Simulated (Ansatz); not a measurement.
Tl2Pd in space group I4/mcm (No. 140; Pd on 4a, Tl on 8h) at seven volumes, DFT-PBEsol in the program Ansatz with PAW potentials, shape and atoms relaxed at each. One row is withheld.

```csv
V (Å³/atom),P (GPa)
19.727,9.34
20.377,?
21.027,2.50
21.678,-0.04
22.328,-2.02
22.978,-3.63
23.629,-4.94
```

Q: Fit the shown pressures and predict the withheld one.

A: P = (3/2)B₀(x^(7/2) − x^(5/2))[1 + (3/4)(B′ − 4)(x − 1)] with x = (V₀/V)^(2/3). Least squares on the six rows gives V₀ = 21.674 Å³/atom, B₀ = 74.5 GPa, B′ = 6.11. At V = 20.377, x = 1.0420 and P = 5.55 GPa. The run itself gave 5.58 GPa.

The workflow started from an entry of the Crystallography Open Database (COD). Whether it is the stable phase at ambient conditions was not checked. Symmetry was held in the PBEsol relaxation; of distortions, only those at the zone centre were tested. No spin polarisation was allowed. Spin–orbit coupling is left out wherever it is not named.

Potentials: the later of the program's two PAW sets.
